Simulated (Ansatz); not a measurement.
Here is an unrelaxed guess for In3GaAs4.

```cif
data_structure
_symmetry_space_group_name_H-M 'P-43m'
_symmetry_Int_Tables_number 215
_cell_length_a 5.7545
_cell_length_b 5.7545
_cell_length_c 5.7545
_cell_angle_alpha 90.000
_cell_angle_beta 90.000
_cell_angle_gamma 90.000
_cell_volume 190.55
loop_
_atom_site_label
_atom_site_type_symbol
_atom_site_symmetry_multiplicity
_atom_site_Wyckoff_symbol
_atom_site_fract_x
_atom_site_fract_y
_atom_site_fract_z
_atom_site_occupancy
In1 In 3 d 0.50000 0.00000 0.00000 1
Ga1 Ga 1 b 0.50000 0.50000 0.50000 1
As1 As 4 e 0.25000 0.75000 0.25000 1
```

All numbers below come from DFT PBE, scalar-relativistic, plane waves, PAW in Ansatz. Settings: cutoff 420 eV, Γ-centred mesh 4×4×4 on the computed 8-atom cell, Gaussian smearing of 0.10 eV; no spin polarisation.

The zero of energy is the elements' standard structures at the same level; no fitted shifts are applied.

**Question.** What does a single point on this coarse mesh give?

**Answer.** The pressure is 13.1 GPa (it wants to expand), the largest force is 1.43 eV/Å, and the energy is −0.08 eV/atom against the elements. The shortest distance is 2.49 Å.

**Question.** Is it a good guess?

**Answer.** A fair one: relaxing gains about 0.18 eV/atom (the start's value is from the coarse mesh, so the gain is rough) in 8 ionic steps and ends at −0.26 eV/atom on the finer mesh. The symmetry stays P-43m (No. 215). The volume per atom grows by 17.8 %, from 23.8 to 28.1 Å³. The shortest distance goes from 2.49 Å (Ga–As and In–As) to 2.53 Å (Ga–As). Conventional cell: a = 6.077 Å. In is surrounded by 4 As at 2.67 Å; around Ga lie 4 As at 2.53 Å; As is surrounded by 1 Ga at 2.53 Å and 3 In at 2.67 Å.

The last run used a 6×6×6 mesh for its 8-atom cell and Gaussian smearing of 0.10 eV. The reference form of As is held partly by dispersion forces, which this level lacks. The relaxation can't lower the symmetry of the start, and the grade says only how near the guess is to its own end. Symmetry constrained the relaxation, so the result can be a saddle point.
